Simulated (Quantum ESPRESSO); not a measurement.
# Strain and stress in PGe6B

The results below are calculated, not measured. They come from pw.x of Quantum ESPRESSO 7.5, a plane-wave density functional program, with PseudoDojo standard norm-conserving files (v0.5 for PBE, v0.4.1 for LDA and PBEsol). The cells are made up: elements, strain and atom displacements were drawn at random, and nothing was relaxed. There is no spin polarisation, spin-orbit coupling or dispersion term.

The cell has 8 sites of a zincblende or diamond lattice. Sites 1 to 4 hold P Ge B Ge; sites 5 to 8 hold Ge Ge Ge Ge. Cell vectors in Å: (5.664, 0.034, -0.031); (0.034, 5.762, -0.030); (-0.031, -0.030, 5.626). Settings: PBE, cutoff 1061 eV, 6 x 6 x 6 k mesh shifted by half a step, Fermi-Dirac smearing of 0.1 eV.

Each run adds a strain along z to one cell, with the atoms carried along; the vectors above are those of run 4. Stress is positive in tension and P is minus a third of its trace. E is the free energy for each atom above the lowest run shown.

| run | strain (%) | s_xx (GPa) | s_yy (GPa) | s_zz (GPa) | s_xy (GPa) | P (GPa) | E (meV/atom) |
| --- | --- | --- | --- | --- | --- | --- | --- |
| 1 | -2.21 | 1.54 | 0.85 | -1.00 | 0.41 | -0.47 | 0.82 |
| 2 | -1.14 | 1.96 | 1.27 | -0.01 | 0.37 | -1.07 | 0.00 |
| 4 | -0.21 | 2.29 | 1.61 | 0.83 | 0.34 | -1.58 | 0.54 |
| 5 | 0.92 | 2.65 | 1.98 | 1.81 | 0.30 | -2.15 | 2.62 |
| 6 | 1.29 | 2.76 | 2.09 | 2.12 | 0.29 | -2.32 | 3.66 |
| 7 | 2.45 | 3.08 | 2.42 | 3.07 | 0.26 | -2.86 | 7.96 |
| 3 | -0.45 | ? | ? | ? | ? | ? | ? |

A rerun of one of these cells at 1347 eV and k mesh 8 x 8 x 8 moved values by no more than 0.002 eV in the cell's energy, 0.04 GPa in stress and 0.006 eV/Å in force.

## Worked fit

A parabola through the six runs shown gives s_zz = 1.01 + 0.88 e - 0.016 e² GPa, with e in per cent and a scatter of 0.01 GPa. The slope is a stiffness of 88 ± 1 GPa for each unit of this strain at e = 0. The atoms are clamped, and relaxing them would in general lower it. The error is the larger of the fit's own and the change that a cubic makes, rounded up.

## Withheld run

Question: what s_zz should run 3 give?

The fit gives 0.61 GPa. The calculation gave 0.61 GPa.

```
run  strain (%)  s_xx (GPa)  s_yy (GPa)  s_zz (GPa)  s_xy (GPa)  P (GPa)  E (meV/atom)
  3       -0.45        2.21        1.52        0.61        0.35    -1.45          0.29
```